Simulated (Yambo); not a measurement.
CsAsF₆ (space group R-3, No. 148); a = 5.1671 Å, b = 5.1671 Å, c = 5.1671 Å, α = 96.53°, β = 96.53°, γ = 96.53°. With the G0W0 scissor the direct gap on the mesh is 10.13 eV. Axes are Cartesian, with cell vectors (Å) (3.86, 2.23, 2.62), (-3.86, 2.23, 2.62), (0.00, -4.45, 2.62).

Question: Does this run resolve the lowest exciton, and if so, what are its energy and binding? (Yambo, PBEsol bands; 4×4×4 mesh, 20 valence and 6 conduction bands, static screening with 82 bands and a 3 Ry block, scissor 4.46 eV, Tamm-Dancoff.)

Answer: The two meshes tried agree. These are vertical excitations (zero momentum). The lowest state lies at 6.59 eV (dark for light along x), the direct quasiparticle gap on this mesh at 10.13 eV. Its binding energy, counted from that gap, is 3.54 eV; it spreads over about 63 k points of the mesh. On a 2×2×2 mesh the same difference is 3.48 eV. The first optically allowed state is at 7.39 eV. The scissor comes from a G0W0 run whose convergence isn't established. Spin-orbit splittings are left out.

The standard potential for As keeps a d shell in the valence without the s and p states of that shell. In tests on such compounds this moved G0W0 gaps by up to about 0.9 eV, so absolute quasiparticle energies here are unreliable; differences between settings are what counts.

Geometry of the Materials Project entry, not relaxed at this level.

The structure is a Materials Project entry; no match was found in the copy of COD used, and its stability was not checked.
